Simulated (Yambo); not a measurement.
Yambo run on CaHI (space group P4/nmm, No. 129). The wavefunctions are norm-conserving PBEsol (Quantum ESPRESSO, 72 Ry, scalar-relativistic) ones on a 4×4×1 mesh (18 occupied bands); a = 3.980 Å, b = 3.980 Å, c = 8.591 Å, α = 90.00°, β = 90.00°, γ = 90.00°.

Yambo input:

```
rim_cut
gw0
dyson
el_el_corr
HF_and_locXC
mpa
em1d
RandQpts= 1000000
RandGvec= 1 Ry
EXXRLvcs= 72 Ry
VXCRLvcs= 288 Ry
Chimod= "HARTREE"
% BndsRnXm
 1 | 269 |
%
NGsBlkXm= 8 Ry
% LongDrXm
 1.0 | 1.0 | 1.0 |
%
EnSampXm= "2l"
EnGridXm= "lP"
% EnRngeXm
 0.0 | 40.0 | eV
%
% ImRngeXm
 2.72114 | 27.21138 | eV
%
% DmRngeXm
 0.02721 | 2.72114 | eV
%
ETStpsXm= 8
IntSolXm= "PT"
% GbndRnge
 1 | 269 |
%
GTermKind= "none"
DysSolver= "n"
ExtendOut
% QPkrange
 1 | 1 | 18 | 19 |
 2 | 2 | 18 | 18 |
 6 | 6 | 19 | 19 |
%
```

k points by index: 1 = Γ, 2 = (0, 0.25, 0), 6 = M.

The o-*.qp file then holds:

```
#    K-point    Band    Eo [eV]    E [eV]    E-Eo [eV]    Vxc [eV]    Vnlxc [eV]    Sc|Eo [eV]    Sc|E [eV]    dSc/dw|Eo [eV]    Re(Z)    Im(Z)
#
    1    18    -0.020124    -1.023753    -1.003628    -11.53207    -14.22595    1.413211    1.690257    -7.504807    0.783814    -0.002857
    1    19    3.822801    5.007774    1.184972    -11.48295    -6.001617    -3.987071    -4.296358    -7.102966    0.792996    -0.002402
    2    18    0.000000    -0.976279    -0.976279    -11.54935    -14.17031    1.375732    1.644685    -7.489533    0.784159    -0.002827
    6    19    3.452613    4.141284    0.688671    -9.297670    -4.737311    -3.704201    -3.871689    -6.619504    0.804329    -0.002365
```
(The two width columns are left out.) Convergence of these settings isn't established.

Spin-orbit coupling is not included.

Geometry relaxed with PBE+D3(BJ).
